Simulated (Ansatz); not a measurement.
ScGeO$_{3}$:
```cif
data_GeO3Sc
_chemical_formula_sum 'Sc1 Ge1 O3'
_space_group_name_H-M_alt 'P4mm'
_space_group_IT_number 99
_space_group_name_Hall 'P 4 -2'
_cell_length_a 3.59785
_cell_length_b 3.59785
_cell_length_c 4.96785
_cell_angle_alpha 90.000
_cell_angle_beta 90.000
_cell_angle_gamma 90.000
loop_
_atom_site_label
_atom_site_type_symbol
_atom_site_symmetry_multiplicity
_atom_site_Wyckoff_symbol
_atom_site_fract_x
_atom_site_fract_y
_atom_site_fract_z
_atom_site_occupancy
Sc1 Sc 1 b 0.50000 0.50000 0.61567 1
Ge1 Ge 1 a 0.00000 0.00000 0.22315 1
O1 O 2 c 0.00000 0.50000 0.42485 1
O2 O 1 b 0.50000 0.50000 0.00167 1
```

Relaxed at zero pressure with DFT-PBEsol in the program Ansatz with PAW potentials.

Task: The volume is lowered by 3 % and shape and atoms relax at that volume. What pressure results, and how do the axes share the change?

Result: 3.0 GPa; a -1.0 %, b -1.0 %, c -1.1 %; the energy rises by 3 meV/atom.

Task: Give the new structure.

Result: 
Space group P4mm (No. 99); a = b = 3.5630 Å, c = 4.9136 Å, α = β = γ = 90.00°

```json
[
 {"atom": "Sc", "site": "1b", "symmetry": "4mm", "x": "0.5000", "y": "0.5000", "z": "0.6175"},
 {"atom": "Ge", "site": "1a", "symmetry": "4mm", "x": "0.0000", "y": "0.0000", "z": "0.2187"},
 {"atom": "O", "site": "2c", "symmetry": "2mm.", "x": "0.0000", "y": "0.5000", "z": "0.4236"},
 {"atom": "O", "site": "1b", "symmetry": "4mm", "x": "0.5000", "y": "0.5000", "z": "0.0068"}
]
```

The phase is kept; no other phase was compared at this pressure.

The start of the workflow was typed in or built on a structure type; neither database checked (COD, Materials Project) lists it. Its standing as an ambient phase is unchecked. The cell was relaxed with PBEsol under the symmetry of its start. At this level the phase is dynamically unstable (imaginary phonons). The run is not spin-polarised.

Potentials: the earlier of the program's two PAW sets. The files were generated under PBE; for other functionals the program regenerates the frozen cores, and for LDA and PBEsol the local potential too.
